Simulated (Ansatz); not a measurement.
The following input was run with Ansatz 0.2.0.

```yaml
crystal:
  lattice:
    - [2.1407049421, 1.2359365746, 10.4856127722]
    - [-2.1407049421, 1.2359365746, 10.4856127722]
    - [0.0, -2.4718731491, 10.4856127722]
  atoms:
    - { symbol: Bi, position: [0.6081800503, 0.6081800503, 0.6081800503] }
    - { symbol: Bi, position: [0.3918199497, 0.3918199497, 0.3918199497] }
    - { symbol: Te, position: [0.2197351514, 0.2197351514, 0.2197351514] }
    - { symbol: Te, position: [0.7802648486, 0.7802648486, 0.7802648486] }
    - { symbol: Se, position: [0.0, 0.0, 0.0] }
basis:
  ecutwfc: 500
kpoints:
  mp_grid: { grid: [6, 6, 6] }
hamiltonian:
  xc: r2scan
scf:
  occupations: { method: gaussian, width: 0.02 }
output:
  forces: true
  stress: true
  eigenvalues: true
relax:
  adjacent_minimum: "off"
  f_tol: 0.01
  max_steps: 30
  cell: { stress_tol: 0.1, fix: [volume] }
```

Run as
```bash
ansatz run input.yaml --threads 2 --pin off --max-ram 5120MiB --backend cpu --events-out ev --progress --plain --runs-dir out
```

Theory: DFT r2SCAN, scalar-relativistic, plane waves, PAW (Ansatz).

Abridged output:

```
Pseudopotentials: kind: paw
Pseudopotential: Bi, paw, valence charge 15, recommended cutoff 500 eV (meta_gga)
Pseudopotential: Te, paw, valence charge 16, recommended cutoff 500 eV (meta_gga)
Pseudopotential: Se, paw, valence charge 16, recommended cutoff 500 eV (meta_gga)
Functional definition: r2SCAN
Crystal: 5 atoms, lattice volume = 166.455 Å³
Basis set: ecut = 500 eV, 4251 PW (Γ), FFT grids on a1−a3, a2−a3, a3, exchange–correlation on 128×128×320 points (64 copies of the dense FFT grid, shifted against one another)
Bands: 47, of which v1, the nominal top of the filled ones, is band 39 counted from 1 (38 counted from 0)
Symmetry: 12 space group operations
Space group: R-3m (ITA 166), of the structure as read, at distance tolerance 5.5e-5 Å
k-points: 32 of 216
Initial density: superposition of atomic densities (neutral atoms: chi_scale 0, normalization atom), corrected by the library's trained network
Initial wavefunctions: pseudopotential atomic-orbital guess
Functional: x = r2scan, c = r2scan; τ floored in thin density (d = 2e-4 eV/Å³)
SCF iter   1: F=—  HF=-44291.557083 eV  |F-HF|=—  |Δ(HF+E_count)|=         —  Δρ=3.61e-3  dr2=2.96e-2  dr2_τ=8.45e-3  ethr=1.77e-3  ⟨swp⟩=8.9  Hψ=6775  notcnv=0  defer=6
SCF iter   2: F=—  HF=-44291.572843 eV  |F-HF|=—  |Δ(HF+E_count)|=   1.58e-2  Δρ=1.95e-3  dr2=7.04e-3  dr2_τ=2.10e-4  ethr=3.79e-5  ⟨swp⟩=3.0  Hψ=3352  notcnv=0  defer=51
SCF iter   3: F=—  HF=-44291.573734 eV  |F-HF|=—  |Δ(HF+E_count)|=   8.91e-4  Δρ=6.21e-4  dr2=1.17e-3  dr2_τ=3.51e-5  ethr=9.02e-6  ⟨swp⟩=3.0  Hψ=2910  notcnv=0  defer=51
SCF iter   4: F=—  HF=-44291.573816 eV  |F-HF|=—  |Δ(HF+E_count)|=   8.15e-5  Δρ=2.86e-4  dr2=3.03e-4  dr2_τ=4.04e-6  ethr=1.50e-6  ⟨swp⟩=2.1  Hψ=2049  notcnv=0  defer=51
SCF iter   5: F=—  HF=-44291.573830 eV  |F-HF|=—  |Δ(HF+E_count)|=   1.41e-5  Δρ=1.04e-4  dr2=2.73e-5  dr2_τ=3.05e-7  ethr=3.89e-7  ⟨swp⟩=1.9  Hψ=1651  notcnv=0  defer=51
SCF iter   6: F=—  HF=-44291.573877 eV  |F-HF|=—  |Δ(HF+E_count)|=   4.75e-5  Δρ=3.28e-5  dr2=2.06e-6  dr2_τ=4.13e-8  ethr=3.51e-8  ⟨swp⟩=2.1  Hψ=1777  notcnv=0  defer=51
SCF iter   7: F=—  HF=-44291.573878 eV  |F-HF|=—  |Δ(HF+E_count)|=   1.23e-6  Δρ=7.00e-6  dr2=1.02e-7  dr2_τ=4.56e-9  ethr=2.64e-9  ⟨swp⟩=2.0  Hψ=1901  notcnv=0  defer=51
SCF iter   8: F=-44291.573878 eV  HF=-44291.573878 eV  |F-HF|=1.91e-9  |Δ(HF+E_count)|=   3.29e-8  Δρ=1.70e-6  dr2=4.72e-9  dr2_τ=8.46e-11  ethr=1.28e-10  ⟨swp⟩=11.2  Hψ=7244  notcnv=0
SCF 1 converged in 8 iterations: F = -44291.573878 eV  dr2 = 4.72e-9
relax step   1: F+E_penalty+E_count = -44291.57387845 eV  Δ(F+E_penalty+E_count) = +0.000e0 eV  max|allowed force component| = 2.605e-1 eV/Å  Δτ_max = 0.0000 Å  P = +1.674 GPa  Ω = 166.455 Å³  fix = [volume]  reactions: volume +1.674 GPa (8 SCF iters, dr2 threshold 1.00e-7 eV, accepted)
Basis set: ecut = 500 eV, 4231 PW (Γ), FFT grids on a1−a3, a2−a3, a3, exchange–correlation on 128×128×320 points (64 copies of the dense FFT grid, shifted against one another)
Initial density: handed on by an earlier stage of this run
Initial wavefunctions: those handed on with the density
SCF iter   1: F=—  HF=-44290.962093 eV  |F-HF|=—  |Δ(HF+E_count)|=         —  Δρ=6.11e-3  dr2=8.90e-2  dr2_τ=9.35e-1  ethr=1.12e-4  ⟨swp⟩=2.4  Hψ=7346  notcnv=0
SCF iter   2: F=—  HF=-44291.549014 eV  |F-HF|=—  |Δ(HF+E_count)|=   5.87e-1  Δρ=3.03e-3  dr2=1.60e-2  dr2_τ=4.26e-4  ethr=1.12e-4  ⟨swp⟩=3.8  Hψ=3320  notcnv=0
SCF iter   3: F=—  HF=-44291.550130 eV  |F-HF|=—  |Δ(HF+E_count)|=   1.12e-3  Δρ=2.01e-3  dr2=5.01e-3  dr2_τ=1.18e-4  ethr=2.05e-5  ⟨swp⟩=2.5  Hψ=2048  notcnv=0  defer=4
SCF iter   4: F=—  HF=-44291.552090 eV  |F-HF|=—  |Δ(HF+E_count)|=   1.96e-3  Δρ=6.10e-4  dr2=1.43e-3  dr2_τ=3.50e-5  ethr=6.43e-6  ⟨swp⟩=2.1  Hψ=2184  notcnv=0  defer=4
SCF iter   5: F=—  HF=-44291.552291 eV  |F-HF|=—  |Δ(HF+E_count)|=   2.01e-4  Δρ=1.74e-4  dr2=8.07e-5  dr2_τ=1.06e-6  ethr=1.84e-6  ⟨swp⟩=2.7  Hψ=2471  notcnv=0  defer=4
SCF iter   6: F=—  HF=-44291.552357 eV  |F-HF|=—  |Δ(HF+E_count)|=   6.55e-5  Δρ=9.05e-5  dr2=1.69e-5  dr2_τ=2.90e-7  ethr=1.03e-7  ⟨swp⟩=2.0  Hψ=2732  notcnv=0  defer=4
SCF iter   7: F=—  HF=-44291.552356 eV  |F-HF|=—  |Δ(HF+E_count)|=   2.53e-7  Δρ=4.43e-5  dr2=4.25e-6  dr2_τ=3.48e-8  ethr=2.17e-8  ⟨swp⟩=2.0  Hψ=2745  notcnv=0  defer=4
SCF iter   8: F=-44291.552356 eV  HF=-44291.552356 eV  |F-HF|=7.48e-8  |Δ(HF+E_count)|=   2.99e-7  Δρ=1.03e-5  dr2=2.55e-7  dr2_τ=2.95e-9  ethr=6.41e-10  ⟨swp⟩=5.6  Hψ=7422  notcnv=0
SCF 2 converged in 8 iterations: F = -44291.552356 eV  dr2 = 2.55e-7
relax step   2: F+E_penalty+E_count = -44291.55235603 eV  Δ(F+E_penalty+E_count) = +2.152e-2 eV  max|allowed force component| = 3.893e-1 eV/Å  Δτ_max = 0.1750 Å  P = -0.445 GPa  Ω = 166.455 Å³  fix = [volume]  (8 SCF iters, dr2 threshold 5.00e-7 eV, rejected (line search))
Basis set: ecut = 500 eV, 4219 PW (Γ), FFT grids on a1−a3, a2−a3, a3, exchange–correlation on 128×128×320 points (64 copies of the dense FFT grid, shifted against one another)
SCF iter   1: F=—  HF=-44291.346119 eV  |F-HF|=—  |Δ(HF+E_count)|=         —  Δρ=3.37e-3  dr2=2.20e-2  dr2_τ=3.24e-1  ethr=2.49e-5  ⟨swp⟩=3.0  Hψ=7140  notcnv=0
SCF iter   2: F=—  HF=-44291.589772 eV  |F-HF|=—  |Δ(HF+E_count)|=   2.44e-1  Δρ=1.66e-3  dr2=8.21e-3  dr2_τ=1.33e-4  ethr=2.49e-5  ⟨swp⟩=3.2  Hψ=2983  notcnv=0
SCF iter   3: F=—  HF=-44291.589435 eV  |F-HF|=—  |Δ(HF+E_count)|=   3.38e-4  Δρ=1.17e-3  dr2=1.98e-3  dr2_τ=3.80e-5  ethr=1.05e-5  ⟨swp⟩=2.2  Hψ=1812  notcnv=0
SCF iter   4: F=—  HF=-44291.589858 eV  |F-HF|=—  |Δ(HF+E_count)|=   4.23e-4  Δρ=3.81e-4  dr2=2.43e-4  dr2_τ=1.21e-5  ethr=2.54e-6  ⟨swp⟩=2.0  Hψ=1914  notcnv=0
SCF iter   5: F=—  HF=-44291.589932 eV  |F-HF|=—  |Δ(HF+E_count)|=   7.37e-5  Δρ=1.54e-4  dr2=6.21e-5  dr2_τ=5.69e-7  ethr=3.12e-7  ⟨swp⟩=2.0  Hψ=2752  notcnv=0
SCF iter   6: F=—  HF=-44291.589941 eV  |F-HF|=—  |Δ(HF+E_count)|=   8.79e-6  Δρ=6.33e-5  dr2=9.10e-6  dr2_τ=1.01e-7  ethr=7.96e-8  ⟨swp⟩=2.2  Hψ=2755  notcnv=0
SCF iter   7: F=—  HF=-44291.589919 eV  |F-HF|=—  |Δ(HF+E_count)|=   2.16e-5  Δρ=2.41e-5  dr2=1.55e-6  dr2_τ=2.21e-8  ethr=1.17e-8  ⟨swp⟩=2.0  Hψ=2737  notcnv=0
SCF iter   8: F=—  HF=-44291.589991 eV  |F-HF|=—  |Δ(HF+E_count)|=   7.18e-5  Δρ=4.66e-6  dr2=6.61e-8  dr2_τ=6.49e-10  ethr=1.99e-9  ⟨swp⟩=2.0  Hψ=2752  notcnv=0
SCF iter   9: F=—  HF=-44291.589991 eV  |F-HF|=—  |Δ(HF+E_count)|=   7.87e-9  Δρ=1.45e-6  dr2=6.05e-9  dr2_τ=4.80e-11  ethr=8.47e-11  ⟨swp⟩=2.3  Hψ=2030  notcnv=0
SCF iter  10: F=-44291.589991 eV  HF=-44291.589991 eV  |F-HF|=1.46e-11  |Δ(HF+E_count)|=  6.11e-10  Δρ=1.95e-7  dr2=5.76e-11  dr2_τ=1.85e-12  ethr=1.00e-12  ⟨swp⟩=4.9  Hψ=6968  notcnv=0
SCF 3 converged in 10 iterations: F = -44291.589991 eV  dr2 = 5.76e-11
relax step   3: F+E_penalty+E_count = -44291.58999088 eV  Δ(F+E_penalty+E_count) = -1.611e-2 eV  max|allowed force component| = 6.161e-3 eV/Å  Δτ_max = 0.0754 Å  P = +0.675 GPa  Ω = 166.455 Å³  energy of the carried Pulay correction = -9.238e-18 eV  fix = [volume]  reactions: volume +0.675 GPa (10 SCF iters, accepted)
Initial wavefunctions: pseudopotential atomic-orbital guess (no wavefunctions were taken with the density)
SCF iter   1: F=—  HF=-44291.589459 eV  |F-HF|=—  |Δ(HF+E_count)|=         —  Δρ=1.77e-4  dr2=9.28e-7  dr2_τ=1.25e-7  ethr=2.16e-7  ⟨swp⟩=4.2  Hψ=11222  notcnv=0
SCF iter   2: F=—  HF=-44291.589915 eV  |F-HF|=—  |Δ(HF+E_count)|=   4.56e-4  Δρ=8.92e-5  dr2=2.38e-7  dr2_τ=3.56e-6  ethr=1.19e-9  ⟨swp⟩=2.3  Hψ=2522  notcnv=0
SCF iter   3: F=—  HF=-44291.589999 eV  |F-HF|=—  |Δ(HF+E_count)|=   8.35e-5  Δρ=2.87e-6  dr2=4.95e-8  dr2_τ=1.82e-9  ethr=3.06e-10  ⟨swp⟩=2.2  Hψ=1960  notcnv=0
SCF iter   4: F=—  HF=-44291.589999 eV  |F-HF|=—  |Δ(HF+E_count)|=   4.27e-8  Δρ=1.14e-6  dr2=1.87e-9  dr2_τ=1.51e-10  ethr=6.35e-11  ⟨swp⟩=2.0  Hψ=1761  notcnv=0
SCF iter   5: F=—  HF=-44291.589999 eV  |F-HF|=—  |Δ(HF+E_count)|=  6.26e-10  Δρ=5.65e-7  dr2=5.58e-10  dr2_τ=2.25e-11  ethr=2.40e-12  ⟨swp⟩=2.0  Hψ=2029  notcnv=0
SCF iter   6: F=-44291.589999 eV  HF=-44291.589999 eV  |F-HF|=7.28e-12  |Δ(HF+E_count)|=  4.37e-10  Δρ=1.35e-7  dr2=5.94e-11  dr2_τ=2.45e-12  ethr=1.00e-12  ⟨swp⟩=5.5  Hψ=5803  notcnv=0
SCF 4 converged in 6 iterations: F = -44291.589999 eV  dr2 = 5.94e-11
SCF converged after 6 iterations
Free energy (F): -44291.589999 eV
Harris-Foulkes:  -44291.589999 eV  (|F-HF|=7.28e-12)
Internal energy: -44291.589999 eV  (E = F + TS)
E sigma→0 (E₀):  -44291.589999 eV
Fermi energy:    8.670198 eV
--- Per-component energies (eV) ---
  E_band       = -1206.630942
  E_kinetic    = 1078.875493
  E_local      = -8710.787775  (includes V_loc(G=0)·N_el)
  E_nonlocal   = -90.310358
  E_hartree    = 4142.299004
  E_xc         = -611.142944
  E_vxc        = -642.579782  (∫ρ·V_xc dr)
  E_paw        = -32674.287085  (= ΣΔE_a)
  E_vpaw       = -1166.715862  (= ΣTr[D̂ρ^β])
  E_aug_tail   = -0.000839  (compensation charges beyond the density's cutoff)
  E_vtau       = 40.289953  (kinetic-family band-sum trace: ∫τ·v_τ [+ j·A + Jᵃ·Aᵃ] dr)
  E_ewald      = -7426.791529
  E_core_change = 0.556035  (= ΣΔE_core)
  E_smearing   =  0.000000  (= −TS)
--- Forces (eV/Å), atoms counted from 1 ---
  atom   1  Bi     0.00000000     0.00000000     0.00449835
  atom   2  Bi     0.00000000     0.00000000    -0.00449835
  atom   3  Te     0.00000000     0.00000000     0.00617049
  atom   4  Te     0.00000000     0.00000000    -0.00617049
  atom   5  Se     0.00000000     0.00000000     0.00000000
--- Stress (GPa, compression-positive) ---
        0.722496       0.000000       0.000000
        0.000000       0.722496       0.000000
        0.000000       0.000000       0.581321
  P = ⅓ Tr σ = 0.6754 GPa (6.754 kbar)
--- Band table (eV; the first three rows and the last of 32) ---
  k-point 0: bands = ["-39.6384", "-39.6361", "-39.6361", "-39.6207", "-39.6207", "-28.8824", "-28.8824", "-28.8810", "-28.8810", "-28.8738", "-28.8738", "-28.8735", "-28.8735", "-28.8704", "-28.8703", "-15.4822", "-15.4822", "-15.4796", "-15.4796", "-15.4701", "-15.4683", "-15.4663", "-15.4663", "-15.4623", "-15.4623", "-5.9264", "-4.6728", "-3.8374", "-0.6197", "-0.2209", "6.2690", "6.3354", "6.3354", "6.4263", "7.0638", "7.0638", "7.5075", "7.5075", "8.3646", "8.9758", "9.7020", "9.7020", "10.7135", "10.9731", "10.9731", "14.5683", "15.0653"]
  k-point 1: bands = ["-39.6384", "-39.6361", "-39.6361", "-39.6207", "-39.6207", "-28.8823", "-28.8821", "-28.8811", "-28.8807", "-28.8740", "-28.8738", "-28.8735", "-28.8733", "-28.8702", "-28.8701", "-15.4853", "-15.4818", "-15.4782", "-15.4757", "-15.4697", "-15.4678", "-15.4667", "-15.4655", "-15.4637", "-15.4620", "-5.6963", "-4.4326", "-3.6882", "-0.8020", "-0.4825", "5.0929", "5.3836", "5.8373", "5.8993", "6.8275", "7.2293", "7.3281", "7.3728", "7.7012", "9.8258", "10.3345", "10.4416", "10.9257", "11.1072", "11.6536", "13.6581", "14.4911"]
  k-point 2: bands = ["-39.6384", "-39.6362", "-39.6361", "-39.6207", "-39.6206", "-28.8822", "-28.8815", "-28.8813", "-28.8800", "-28.8743", "-28.8737", "-28.8736", "-28.8729", "-28.8696", "-28.8696", "-15.4931", "-15.4877", "-15.4738", "-15.4737", "-15.4701", "-15.4691", "-15.4632", "-15.4614", "-15.4602", "-15.4587", "-5.0860", "-3.8023", "-3.3538", "-1.5502", "-1.0895", "3.7052", "4.8396", "5.0762", "5.2254", "6.0814", "6.1176", "7.0602", "7.3277", "7.7385", "9.6452", "10.4211", "10.8222", "11.5356", "11.9631", "12.7183", "12.8773", "14.6499"]
  k-point 31: bands = ["-39.6384", "-39.6361", "-39.6361", "-39.6207", "-39.6207", "-28.8824", "-28.8824", "-28.8810", "-28.8810", "-28.8738", "-28.8738", "-28.8735", "-28.8735", "-28.8704", "-28.8703", "-15.4822", "-15.4822", "-15.4796", "-15.4796", "-15.4701", "-15.4683", "-15.4663", "-15.4663", "-15.4623", "-15.4623", "-5.9052", "-4.8059", "-3.6329", "-1.1068", "0.2287", "5.7363", "6.3291", "6.3291", "7.1689", "7.1860", "7.1860", "7.3494", "7.3494", "7.8264", "9.3610", "9.9199", "9.9199", "10.6187", "10.7435", "10.7435", "14.4602", "15.0703"]
--- Relaxed structure (3 steps of the walk, 2 accepted, 1 SCFs on fresh bases) ---
  F+E_penalty+E_count = -44291.58999889 eV   max|allowed force component| = 6.170e-3 eV/Å   (the final SCF, on the basis selected at the relaxed cell)
  cell:  # Å, volume = 166.4555 Å³
    - [2.15136703, 1.24209233, 10.38193769]
    - [-2.15136703, 1.24209233, 10.38193769]
    - [0.0, -2.48418467, 10.38193769]
  atoms:
    - { symbol: Bi, position: [0.60707618, 0.60707618, 0.60707618] }
    - { symbol: Bi, position: [0.39292381, 0.39292381, 0.39292381] }
    - { symbol: Te, position: [0.21733975, 0.21733975, 0.21733975] }
    - { symbol: Te, position: [0.78266024, 0.78266024, 0.78266024] }
    - { symbol: Se, position: [0.0, 0.0, 0.0] }
```

The relaxation met its thresholds.

It took 100 s on 2 threads of Intel(R) Xeon(R) Processor @ 2.70GHz, on a shared host, peak memory 0.97 GiB.

Spin–orbit coupling is left out, which can shift energies with elements as heavy as these. The cell holds layers, and r2SCAN describes their binding at middle range but leaves out its long-range dispersion part.